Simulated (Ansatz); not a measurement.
AgI:
```xyz
2
Lattice="0.0000 3.1740 3.1740 3.1740 0.0000 3.1740 3.1740 3.1740 0.0000" Properties=species:S:1:pos:R:3 pbc="T T T"
Ag     0.0000     0.0000     0.0000
I      1.5870     1.5870     1.5870
```

Tensor components refer to the Cartesian frame of this cell.

Give the proper piezoelectric stress tensor with relaxed ions from the program Ansatz at the LDA level (PAW).

In C/m², rows x, y, z, Voigt columns; mesh uncertainty up to 0.00.
```
0.00  0.00  0.00  0.18  0.00  0.00
0.00  0.00  0.00  0.00  0.18  0.00
0.00  0.00  0.00  0.00  0.00  0.18
```

The elastic tensor of the same run (GPa):

|  | 1 | 2 | 3 | 4 | 5 | 6 |
|---|---|---|---|---|---|---|
| 1 | 46.4 | 38.8 | 38.8 | 0.0 | 0.0 | 0.0 |
| 2 | 38.8 | 46.4 | 38.8 | 0.0 | 0.0 | 0.0 |
| 3 | 38.8 | 38.8 | 46.4 | 0.0 | 0.0 | 0.0 |
| 4 | 0.0 | 0.0 | 0.0 | 10.8 | 0.0 | 0.0 |
| 5 | 0.0 | 0.0 | 0.0 | 0.0 | 10.8 | 0.0 |
| 6 | 0.0 | 0.0 | 0.0 | 0.0 | 0.0 | 10.8 |

Convert to strain constants d = e·S.

In pC/N:
```
 0.0   0.0   0.0  16.6   0.0   0.0
 0.0   0.0   0.0   0.0  16.6   0.0
 0.0   0.0   0.0   0.0   0.0  16.6
```

Space group F-43m (zinc blende). The LDA relaxation kept the symmetry of its start. The run is not spin-polarised. Signs of piezoelectric constants follow the polarity of the cell as given. Scalar-relativistic: spin–orbit coupling is off unless named, which matters more the heavier the elements.

Potentials: the earlier of the program's two PAW sets. The files were generated under PBE; for other functionals the program regenerates the frozen cores, and for LDA and PBEsol the local potential too.
